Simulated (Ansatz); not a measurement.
## Kick test of a cell of WCl

The cell was found from a proposed guess, not taken from experiment.

All numbers below come from DFT PBE, scalar-relativistic, plane waves, PAW (Ansatz 0.2.0). Settings: cutoff 420 eV, Γ-centred mesh 12×12×12 on the computed 4-atom cell, Gaussian smearing of 0.10 eV; no spin polarisation.

The cell below (4 atoms, space group R-3m (No. 166)) is relaxed within its symmetry.

```cif
data_structure
_symmetry_space_group_name_H-M 'P 1'
_symmetry_Int_Tables_number 1
_cell_length_a 9.7344
_cell_length_b 9.7344
_cell_length_c 9.7344
_cell_angle_alpha 19.372
_cell_angle_beta 19.372
_cell_angle_gamma 19.372
_cell_volume 88.73
loop_
_atom_site_label
_atom_site_type_symbol
_atom_site_fract_x
_atom_site_fract_y
_atom_site_fract_z
_atom_site_occupancy
W1 W 0.80402 0.80402 0.80402 1
W2 W 0.19598 0.19598 0.19598 1
Cl1 Cl 0.40326 0.40326 0.40326 1
Cl2 Cl 0.59674 0.59674 0.59674 1
```

For the test it was strained at random (σ = 1.5 % a component), the atoms were moved at random (σ = 0.05 Å), and all was relaxed again on a coarse 8×8×8 mesh (in the run’s order of axes) with 0.20 eV smearing, with no symmetry imposed.

No dispersion correction is applied, so the spacing and binding between layers, chains or molecules are poorly described. Spin–orbit coupling, which can matter for W, is left out.

Question: Is the structure stable against such a distortion?

Answer: It doesn't return. The energy falls by 114 meV/atom on that mesh, the volume changes by -6.1 %, and the end has space group C2/m (No. 12) at a loose tolerance. Relaxed again on a 12×12×4 mesh with 0.10 eV smearing, the new structure lies 175 meV/atom below the first (mesh in the axes of the run's cell; the cell below is made exact in the group named). Space group C2/m (No. 12), monoclinic, a = 5.501 Å, b = 3.176 Å, c = 9.615 Å, β = 90.6°. W is surrounded by 3 Cl at 2.58 Å and 3 W at 2.60–2.61 Å; around Cl lie 3 W at 2.58 Å.

```
W Cl
1.0
     2.75072   -1.58782    0.00000
     2.75072    1.58782    0.00000
    -0.10316    0.00000    9.61458
W Cl
2 2
Cartesian
  3.6203 0.0000 5.7307
  1.7780 0.0000 3.8839
  1.7861 0.0000 7.5487
  3.6121 0.0000 2.0659
```
